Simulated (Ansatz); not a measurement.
Ansatz 0.2.0, settings compared: Ta2ReBi2

Launch command:

```bash
ansatz run input.yaml --threads 1 --pin off --max-ram 2560MiB --backend cpu --events-out ev --progress --plain --runs-dir out
```

The input file (Ansatz 0.2.0, plane waves):

```yaml
crystal:
  lattice:
    - [3.849943, 0.0, 0.0]
    - [-1.924971, 3.334154, 0.0]
    - [-1.924971, 1.111385, 8.939019]
  atoms:
    - { symbol: Bi, position: [0.39806, 0.60194, 0.19418] }
    - { symbol: Bi, position: [0.60194, 0.39806, 0.80582] }
    - { symbol: Ta, position: [0.2116, 0.7884, 0.6348] }
    - { symbol: Ta, position: [0.7884, 0.2116, 0.3652] }
    - { symbol: Re, position: [0.0, 0.0, 0.0] }
  symmetry: { tolerance: 0.0003 }
kpoints:
  mp_grid: { grid: [5, 5, 5], shift: [0, 0, 0] }
magnetization:
  spin_polarized: false
scf:
  occupations: { method: fermi_dirac, width: 0.0654 }
hamiltonian:
  pseudopotentials: { kind: paw }
  xc: pbe
basis:
  ecutwfc: 420
output:
  forces: true
  stress: true
  eigenvalues: true
```

Origin of the cell: a known structure type with other elements, at an estimated volume, so it need not be a known compound.

Output of this run (shortened):

```
Warning: crystal.lattice misses the space group found at crystal.symmetry.tolerance 3.0e-4 in a digit that the deck types, which is why this is a warning: making the lattice exact moves one o […]
Pseudopotentials: kind: paw
Pseudopotential: Bi, paw, valence charge 15, recommended cutoff 420 eV (normal), Bi.paw.azcp
Pseudopotential: Ta, paw, valence charge 13, recommended cutoff 420 eV (normal), Ta.paw.azcp
Pseudopotential: Re, paw, valence charge 15, recommended cutoff 420 eV (normal), Re.paw.azcp
Functional definition: PBE
  exchange = pbe_x(kappa = kappa, mu = beta*pi^2/3)
  correlation = pbe_c(beta = beta)
Crystal: 5 atoms, lattice volume = 114.744 Å³
Basis set: ecut = 420 eV, 2249 PW (Γ), exchange–correlation on 54×54×128 points (8 copies of the dense FFT grid, shifted against one another)
Bands: 43, of which v1, the nominal top of the filled ones, is band 36 counted from 1 (35 counted from 0)
Symmetry: 12 space group operations
[… 8 lines left out …]
Initial density: superposition of atomic densities (neutral atoms: chi_scale 0, normalization atom), corrected by the library's trained network
Functional: x = pbe(κ = 0.804, μ = 0.219515), c = pbe(β = 0.066725)
SCF iter   1: F=—  HF=-55517.232878 eV  Δρ=6.02e-3  dr2=2.72e-1
SCF iter   2: F=—  HF=-55517.223061 eV  Δρ=3.64e-3  dr2=1.17e-1
SCF iter   3: F=—  HF=-55517.214459 eV  Δρ=8.37e-4  dr2=1.49e-3
SCF iter   4: F=—  HF=-55517.214392 eV  Δρ=2.75e-4  dr2=3.17e-4
SCF iter   5: F=—  HF=-55517.214363 eV  Δρ=9.81e-5  dr2=1.29e-5
SCF iter   6: F=—  HF=-55517.214379 eV  Δρ=3.12e-5  dr2=1.04e-6
SCF iter   7: F=-55517.214379 eV  HF=-55517.214379 eV  Δρ=8.02e-6  dr2=8.41e-8
SCF 1 converged in 7 iterations: F = -55517.214379 eV  dr2 = 8.41e-8
SCF converged after 7 iterations
Free energy (F): -55517.214379 eV
Harris-Foulkes:  -55517.214379 eV  (|F-HF|=1.68e-8)
Internal energy: -55517.105867 eV  (E = F + TS)
E sigma→0 (E₀):  -55517.160123 eV
Entropy (-TS):   -0.108513 eV (-21.703 meV/atom)
Fermi energy:    15.650550 eV
--- Per-component energies (eV) ---
  E_band       = -567.546397
  E_kinetic    = 1879.665997
  E_local      = -5486.864648  (includes V_loc(G=0)·N_el)
  E_nonlocal   = 1202.129098
  E_hartree    = 1887.525699
  E_xc         = -1136.431970
  E_vxc        = -992.703925  (∫ρ·V_xc dr)
  E_paw        = -46783.124220  (= ΣΔE_a)
  E_vpaw       = -944.819628  (= ΣTr[D̂ρ^β])
  E_aug_tail   = -0.000625  (compensation charges beyond the density's cutoff)
  E_ewald      = -7080.005197
  E_smearing   = -0.108513  (= −TS)
  Σ components = -55517.214379   (vs F -55517.214379, Δ=0.00e0)
--- Forces (eV/Å), atoms counted from 1 ---
  atom   1  Bi    -0.000000    -0.000000    -2.801877
  atom   2  Bi     0.000000     0.000000     2.801877
  atom   3  Ta    -0.000000    -0.000000    -5.305142
  atom   4  Ta     0.000000     0.000000     5.305142
  atom   5  Re     0.000000    -0.000000     0.000000
  max |Σ_I F_I| component: 8.88e-16 eV/Å
--- Stress (GPa, compression-positive) ---
        5.466011       0.000000      -0.000000
       -0.000000       5.466011      -0.000000
       -0.000000      -0.000000       0.833807
  P = ⅓ Tr σ = 3.9219 GPa (39.219 kbar)
```

The same input was run again with these changes:

1. `scf.lower_state_search` default → light; `hamiltonian.xc` pbe → lda
2. `crystal.symmetry` { tolerance: 0.0003 } → { detect: false }
3. `accuracy` default → low

```csv
run,end,SCF iterations,P (GPa),max force component (eV/Å),moment (μB),ΔE(σ→0) (meV/atom)
base,converged,7,3.92,5.305,–,0
1,converged,8,-3.73,4.902,–,–
2,converged,8,3.92,5.305,–,0.00
3,converged,7,3.92,5.305,–,0.00
```

Energies are compared only where functional, datasets, charge and starting cell are the same.

Caveats of the base run: no moments, though an odd count or open d shells may carry them; no spin-orbit coupling, though heavy elements are present; the given cell is far from equilibrium, with atoms too close or a volume far off; the k mesh is coarse if the cell is a metal.

The base run took 4 s on 1 thread of Arm Neoverse V2, with other jobs on the host, peak memory 0.41 GiB, from the program's own first density.
